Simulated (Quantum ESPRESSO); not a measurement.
# Rh4MoMgGa2: one composition in several site orders

Computed values, not a measurement. The program is pw.x of Quantum ESPRESSO 7.5 (plane-wave density functional theory). The cell is made up: eight metal atoms on a hexagonal close-packed lattice, with elements, volume, strain and displacements drawn at random and not relaxed, so it may be unstable or far from any real phase. PseudoDojo standard norm-conserving files set the functional (PBE unless stated); there is no spin polarisation or spin-orbit coupling, the Fermi-Dirac width of 0.25 eV means electrons at about 2900 K, and the masses in the input are unused placeholders. A spin test at this wide smearing found no moment, but such smearing suppresses magnetism that the real alloy may have.

The runs put one composition on the sites in different orders. Cell, positions, cutoff, mesh and smearing stay as in the input of run 1; sites are counted in its order. Stress in the tables is positive in tension.

Input of run 1:

```
&control calculation='scf', pseudo_dir='./dojo.nc.sr.pbe.v0_5.standard.upf', outdir='./o', disk_io='minimal', tprnfor=.true., tstress=.true. /
&system ibrav=0, nat=8, ntyp=4, nbnd=73, ecutwfc=87.97787729, nosym=.true., tot_charge=0,
 occupations='smearing', smearing='fd', degauss=0.0183746611
/
&electrons conv_thr=1.470e-08, electron_maxstep=70, mixing_beta=0.5 /
ATOMIC_SPECIES
Ga 1.0 Ga.upf
Mg 1.0 Mg.upf
Mo 1.0 Mo.upf
Rh 1.0 Rh.upf
CELL_PARAMETERS angstrom
0.0329 4.9871 -0.0471
2.9539 -0.0252 4.7723
2.9536 0.0632 -4.7722
ATOMIC_POSITIONS angstrom
Rh 0.1279 0.0986 -0.039
Rh 2.9983 -0.0669 -0.1896
Mo 3.0107 1.7846 -2.4919
Rh 2.9595 1.6164 2.2652
Mg 1.5948 2.4294 -0.1445
Ga 4.1803 2.5667 -0.0401
Ga 1.5203 3.9933 -2.3968
Rh 1.4097 4.1746 2.3946
K_POINTS automatic
5 5 5 1 1 1
```

```
run  elements on sites 1 to 8  free energy less that of run 1 (eV)  -TS (eV)  pressure (GPa)  stress xx (GPa)  stress yy (GPa)  stress zz (GPa)  stress yz (GPa)  stress xz (GPa)  stress xy (GPa)  iterations
  1   Rh Rh Mo Rh Mg Ga Ga Rh                                0.000    -1.860          -16.12            14.72            19.31            14.32            -0.32             2.13             1.21          15
  2   Rh Ga Mg Rh Ga Rh Rh Mo                               -0.008    -1.779          -16.49            19.12            13.54            16.83            -0.86             3.19             1.15          15
  3   Ga Ga Mo Rh Rh Rh Rh Mg                               -0.147    -1.679          -15.49            14.33            15.83            16.31            -0.23             0.72            -0.46          16
  4   Mo Rh Ga Ga Rh Rh Rh Mg                               -0.091    -1.730          -15.75            15.18            14.52            17.54            -0.58            -2.23             0.93          16
  5   Rh Rh Rh Ga Rh Mg Ga Mo                               -0.410    -1.624          -16.64            17.46            14.32            18.13             0.90             2.02            -0.06          15
  6   Rh Rh Mo Ga Rh Ga Rh Mg                               -0.300    -1.758          -15.95            15.08            15.74            17.04             0.58             0.76            -0.92          15
```

Forces Fx Fy Fz (eV/Å):

| site | run 1 | run 2 | run 3 | run 4 | run 5 | run 6 |
| --- | --- | --- | --- | --- | --- | --- |
| 1 | -0.51 0.12 0.30 | 0.22 -0.45 0.03 | -0.18 0.10 -0.34 | -0.17 -0.01 -0.51 | 0.09 -0.60 -0.20 | -0.24 0.04 0.41 |
| 2 | -0.32 0.67 0.61 | -0.02 0.31 1.08 | -0.40 0.52 0.90 | -0.45 0.94 0.98 | -0.32 0.60 0.07 | -0.21 0.49 0.44 |
| 3 | 0.80 -1.25 -0.57 | -0.38 -0.54 -0.51 | -0.96 -0.28 0.04 | -0.64 -0.20 0.01 | 0.55 0.02 -0.15 | -1.16 -0.71 -0.29 |
| 4 | 0.29 -0.01 0.07 | -0.98 -0.19 0.30 | -0.38 -0.06 0.15 | 0.65 0.10 0.02 | -0.59 -0.51 0.30 | 0.14 -0.19 0.35 |
| 5 | -1.27 0.05 0.74 | -0.97 0.30 0.16 | -1.06 -0.20 0.38 | -1.17 -0.10 0.32 | -0.95 0.26 0.51 | -0.45 0.35 0.23 |
| 6 | 1.41 -0.60 -0.20 | 0.60 -0.19 -0.55 | 1.25 -0.32 -0.35 | 1.51 -0.93 0.02 | 1.31 -0.74 -0.14 | 0.68 -0.19 0.30 |
| 7 | -0.45 1.41 -0.24 | 0.10 0.90 0.04 | 0.49 0.65 -0.07 | -0.35 0.49 -0.40 | -0.02 0.79 0.59 | 0.43 0.19 -0.64 |
| 8 | 0.05 -0.40 -0.71 | 1.42 -0.12 -0.53 | 1.24 -0.41 -0.71 | 0.61 -0.28 -0.45 | -0.08 0.17 -0.98 | 0.81 0.03 -0.79 |

The sites are displaced and not relaxed, so the energy differences mix bonding between neighbours with strain and are not ordering energies. A rerun of one cell of this series at a higher cutoff and on a denser mesh moved values by no more than 0.004 eV in energy, 0.07 GPa in stress and 0.005 eV/Å in force, and a second program with other atomic files agreed on that cell to 2 % rms in force and 0.5 GPa in pressure.